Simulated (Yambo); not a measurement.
Quantum ESPRESSO input (PBEsol, PseudoDojo standard norm-conserving files, scalar-relativistic) whose wavefunctions are converted with p2y:

```
&CONTROL
  calculation = 'nscf'
  pseudo_dir = './pseudo'
  outdir = './out'
/
&SYSTEM
  ibrav = 0
  nat = 2
  ntyp = 2
  ecutwfc = 86.0
  ecutrho = 344.0
  occupations = 'fixed'
  force_symmorphic = .true.
  nbnd = 113
/
&ELECTRONS
  conv_thr = 2e-09
  diago_full_acc = .true.
  diago_thr_init = 1e-08
/
ATOMIC_SPECIES
Zn 65.3800 Zn.upf
Se 78.9710 Se.upf
CELL_PARAMETERS angstrom
  0.000000000000   2.816408920000   2.816408920000
  2.816408920000   0.000000000000   2.816408920000
  2.816408920000   2.816408920000   0.000000000000
ATOMIC_POSITIONS crystal
Zn   0.000000000000   0.000000000000   0.000000000000
Se   0.250000000000   0.250000000000   0.250000000000
K_POINTS automatic
2 2 2 0 0 0
```

Yambo's initialisation report on symmetry, reciprocal space, the k grid and the gaps on this mesh:

```
  [02.02] Symmetries
  ==================

  Inversion symmetry    : yes
  Spatial inversion     : no
  Inversion index       :  25
  K-space Time-reversal : yes
  Magnetic symmetries   : no
  Time-reversal derived K-space symmetries:   25   48
  Group table correct   : yes
  Symmetries units      :  [cc]

  [02.03] Reciprocal space
  ========================

  nG shells         :   332
  nG charge         :   32647
  nG WFs            :   4877
  nC WFs            :   4092
  G-vecs. in first 33 shells:  [ Number ]
     1    9   15   27   51   59   65   89  113
    137   169   181   229   259   283   307   331   339
    387   411   459   531   537   561   609   645   701
    725   749   821   869   893   941
  ...
  Shell energy in first 33 shells:  [ mHa ]
    0.00000      522.639      696.852      1393.70      1916.34      2090.56      2787.41      3310.05      3484.26
    4181.11      4703.75      5574.82      6097.46      6271.67      6968.52      7491.16      7665.37      8362.22
    8884.86      9059.08      9755.93      10278.6      11149.6      11672.3      11846.5      12543.3      13066.0
    13240.2      13937.0      14459.7      14633.9      15330.7      15853.4
  ...

  [02.04] K-grid lattice
  ======================

  Compatible Grid is   : 3D
  Base K vectors       :  K_min[ 1 ]  K_min[ 2 ]  K_min[ 3 ]
  K_min[ 1 ] : -0.500000  0.000000  0.000000 [rlu]
  K_min[ 2 ] :  0.000000  0.000000 -0.500000 [rlu]
  K_min[ 3 ] :  0.000000 -0.500000  0.000000 [rlu]
  Grid dimensions      :  2  2  2
  K lattice UC volume  :  0.102834 [a.u.]

  IBZ K-points                                      :  3
  BZ  K-points                                      :   8

  K/Q-points units:
  rlu = crystal or reduced units; cc = cartesian coordinates; iku = interal k-units

  K [1]          [rlu]:  0.000000  0.000000  0.000000
         WF components:   4015
  K [2]          [rlu]:  0.000000  0.000000 -0.500000
         WF components:   4092
  K [3]          [rlu]:  0.000000 -0.500000 -0.500000
         WF components:   4088

  [02.05] Energies & Occupations
  ==============================

  [X] === General ===
  [X] Electronic Temperature                        :  0.000000  0.000000 [eV K]
  [X] Bosonic    Temperature                        :  0.000000  0.000000 [eV K]
  [X] Finite Temperature mode                       : no
  [X] El. density                                   :  0.80572E+24 [cm-3]
  [X] Fermi Level                                   :  8.538180 [eV]

  [X] === Gaps and Widths ===
  [X] Conduction Band Min                           :  1.242211 [eV]
  [X] Valence Band Max                              :  0.000000 [eV]
  [X] Filled Bands                                  :  18
  [X] Empty Bands                                   :   19  113
  [X] Direct Gap                                    :  1.242211 [eV]
  [X] Direct Gap localized at k                     :  1
  [X] Indirect Gap                                  :  1.242211 [eV]
  [X] Indirect Gap between kpts                     :  1  1
  [X] Last valence band width                       :  2.269302 [eV]
  [X] 1st conduction band width                     :  1.566427 [eV]
```
The gaps are PBEsol values on this mesh alone; only operations without fractional translations are kept.

Spin-orbit coupling is not included.

Geometry relaxed with PBEsol.
